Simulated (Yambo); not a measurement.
RPA spectrum of GaAl$_{3}$N$_{4}$ (space group P-43m, No. 215) on PBEsol bands in Yambo (10×10×10 mesh, 69 bands, 3 Ry local-field block, 0.2 eV broadening; field along x). CGrdSpXd merges neighbouring transition energies to save time; the report line [X-CG] gives the poles kept by one of the 4 MPI tasks, and where the merging fails may depend on that split.

| CGrdSpXd asked (%) | share reached (%) | poles used (one task) | static ε | largest change of Im ε (% of its maximum) | rough time |
|---|---|---|---|---|---|
| 100 | 100 | 10838 | 4.81 | 0.0 | 1 |
| 70 | 69 | 7586 | 4.81 | 0.0 | within a factor of two |
| 30 | 29 | 3220 | 4.81 | 0.2 | about 1/3 |
| 15 | 1 | 109 | 4.88 | 14 | about 1/10 |
| 5 | 1 | 109 | 4.88 | 14 | about 1/10 |

All runs end normally. In the runs at 15 %, 5 % few poles are left or the spectrum changes by over a quarter of its peak, and no warning says so. Times are rough ratios from shared machines. The k mesh wasn't tested; the rows compare only with each other.

Spin-orbit coupling is not included.

Geometry of the Materials Project entry, not relaxed at this level; primitive cell a = b = c = 4.401 Å, α = β = γ = 90.00°.

The structure is a Materials Project entry; no match was found in the copy of COD used, and its stability was not checked.
